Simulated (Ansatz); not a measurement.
La$_{3}$AlN:
```
La3AlN
1.0
    5.09827     0.00000     0.00000
    0.00000     5.09827     0.00000
    0.00000     0.00000     5.09827
La Al N
3 1 1
Direct
  0.50000   0.50000   0.00000
  0.00000   0.50000   0.50000
  0.50000   0.00000   0.50000
  0.00000   0.00000   0.00000
  0.50000   0.50000   0.50000
```

Relaxed with r²SCAN. Special points in fractions of this cell's reciprocal vectors: Γ (0.000, 0.000, 0.000); X (0.000, 0.500, 0.000); M (0.500, 0.500, 0.000); R (0.500, 0.500, 0.500).

Q: List the band energies nearest the Fermi level at these points for the program Ansatz at the r²SCAN level (PAW).

A: In eV from the Fermi level; about four levels below and three above (degenerate sets whole), none deeper than 8.9 eV; points with the same levels are listed once.

```csv
k,below,above
Γ,-0.97 -0.97 -0.79 -0.79 -0.79,0.83 0.83 0.83
X,-1.91 -1.91 -0.74 -0.74 -0.34,0.56 1.11 1.70
M,-2.19 -1.43 -1.30 -1.30,1.29 1.29 1.36 1.36
R,-5.00 -4.41 -4.41 -4.41,0.17 0.17 0.17
```

Space group Pm-3m (anti-perovskite). The workflow started from a Materials Project entry (that database holds measured and hypothetical structures alike); the Crystallography Open Database copy checked does not list it. Whether it is the stable phase at ambient conditions was not checked. Symmetry was held in the r²SCAN relaxation; whether a distortion lowers the energy is not shown. With an odd number of electrons in the cell and no spin polarisation, the count alone makes it a metal. Scalar-relativistic: spin–orbit coupling is off unless named, which matters more the heavier the elements.

Potentials: the later of the program's two PAW sets.
